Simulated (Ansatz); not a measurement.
BN in space group P6_3/mmc (No. 194; B on 2b, N on 2c), r²SCAN+D4 in the plane-wave PAW code Ansatz, all energies at zero smearing, with the estimated change up to a 700 eV cutoff added, with one set of potentials and settings (totals compare only within such a set). Cell of 4 atoms (2 B, 2 N): -1088.521 eV.

```json
[
 {"element": "B", "reference phase": "R-3m, 12 atoms in the cell", "E (eV/atom)": "-156.6448"},
 {"element": "N", "reference phase": "Pa-3, 8 atoms in the cell", "E (eV/atom)": "-384.8553"}
]
```

Formation energy per atom, worked out: (-1088.521 − 2×(-156.6448) − 2×(-384.8553))/4 = -1.380 eV/atom (-133 kJ per mol of atoms), at 0 K, without zero-point energy or fitted corrections.

The start of the workflow was typed in or built on a structure type. Its sites differ from those of the usual phase in this space group: another stacking or structure type. The cell was relaxed with r²SCAN+D4 under the symmetry of its start; its stability against distortions is not shown here. The volume moved by 53 % from the start of the relaxation. The references are the lowest solids computed at this level, not always the standard phases (solids in place of the gases).

Potentials: the later of the program's two PAW sets.
